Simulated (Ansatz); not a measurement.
**La, one cell by several methods**

```
La
1.0
     3.77000    0.00000    0.00000
    -1.88500    3.26492    0.00000
     0.00000    0.00000   12.15900
La
4
Direct
  0.00000 0.00000 0.00000
  0.00000 0.00000 0.50000
  0.33333 0.66667 0.75000
  0.66667 0.33333 0.25000
```

Atoms are numbered in the order listed.

The cell is COD entry 9008525, as deposited and not checked against the literature; nothing was relaxed.

No spin–orbit coupling, which matters for the heavy atoms here.

All numbers are computed: DFT, PBE, PAW with Ansatz's default frozen-core files, scalar-relativistic (Ansatz 0.2.0); DFT, PBE, all-electron LAPW, scalar-relativistic (Ansatz 0.2.0).

For PAW: a Γ-centred 10×10×3 k mesh, Fermi–Dirac smearing of 0.08 eV, cutoff 420 eV, no spin polarisation. LAPW targets a basis error of 1 meV/atom. The Ansatz runs share mesh, smearing and spin set-up. Plane-wave (PAW) pressures include the program's estimate of the Pulay term.

Stress and pressure are positive in compression.

Levels count from the Fermi level.

PAW results:

```
                      quantity     PAW
                pressure (GPa)   -0.08
               stress xx (GPa)   -0.01
               stress zz (GPa)   -0.24
highest filled level at K (eV)  -0.502
  lowest empty level at K (eV)   0.024
highest filled level at Γ (eV)  -1.748
  lowest empty level at Γ (eV)   0.479
```

(1) What does full-potential LAPW give for the same quantities?

## Answers

(1) 
| quantity | LAPW |
| --- | --- |
| pressure (GPa) | -0.05 |
| stress xx (GPa) | 0.03 |
| stress zz (GPa) | -0.21 |
| highest filled level at K (eV) | -0.503 |
| lowest empty level at K (eV) | 0.022 |
| highest filled level at Γ (eV) | -1.749 |
| lowest empty level at Γ (eV) | 0.483 |
